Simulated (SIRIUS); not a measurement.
## A series of runs on Cu (Fm-3m, 1 atom in the cell; from Materials Project mp-30)

```yaml
crystal:
  lattice:
    - [0.00000, 1.78872, 1.78872]
    - [1.78872, 0.00000, 1.78872]
    - [1.78872, 1.78872, 0.00000]
  atoms:
    - { symbol: Cu, position: [0.00000, 0.00000, 0.00000] }
```

Base run A: PBE, PseudoDojo 0.5 standard norm-conserving PBE (tails mended) pseudopotentials in SIRIUS, self-consistent single point.

Its settings: parameters.ngridk = 22 22 22; parameters.xc_functionals = [XC_GGA_X_PBE, XC_GGA_C_PBE]; parameters.gk_cutoff = 9.592 1/bohr; parameters.pw_cutoff = 19.184 1/bohr; parameters.smearing = fermi_dirac; parameters.smearing_width = 0.00367493 Ha; potentials = PseudoDojo 0.5 standard norm-conserving PBE (tails mended) pseudopotentials; parameters.electronic_structure_method = pseudopotential; parameters.num_bands = 14; parameters.num_mag_dims = 0; parameters.num_dft_iter = 100; parameters.energy_tol = 1e-07 Ha; parameters.density_tol = 1e-06; mixer.type = anderson; mixer.beta = 0.7; mixer.use_hartree = true.

The structure comes from a collection of computed structures, made at another level of theory; the collection holds predicted forms beside known ones.

ΔF is the free energy per atom less that of run A. 

Run A gave: pressure (GPa) 6.68.

Runs:
- B: volume scaled by 0.94
- C: volume scaled by 0.96
- D: volume scaled by 0.98
- E: volume scaled by 0.99
- F: volume scaled by 1.01
- G: volume scaled by 1.02
- H: volume scaled by 1.04
- I: volume scaled by 1.06

Q: What does run E change against A?

A: The free energy rises by 5.5 meV/atom and the pressure goes from 6.68 to 8.51 GPa.

Q: What does run F change against A?

A: The free energy goes down by 4.2 meV/atom and the pressure goes from 6.68 to 4.96 GPa.

| run | ΔF (meV/atom) | pressure (GPa) |
|---|---|---|
| A | 0.00 | 6.68 |
| B | 54.5 | 19.39 |
| C | 30.2 | 14.65 |
| D | 12.2 | 10.44 |
| E | 5.5 | 8.51 |
| F | -4.2 | 4.96 |
| G | -7.2 | 3.34 |
| H | -9.8 | 0.37 |
| I | -8.5 | -2.28 |

“Tails mended”: in these copies of the files the far tail of each local potential was reset to the Coulomb form.
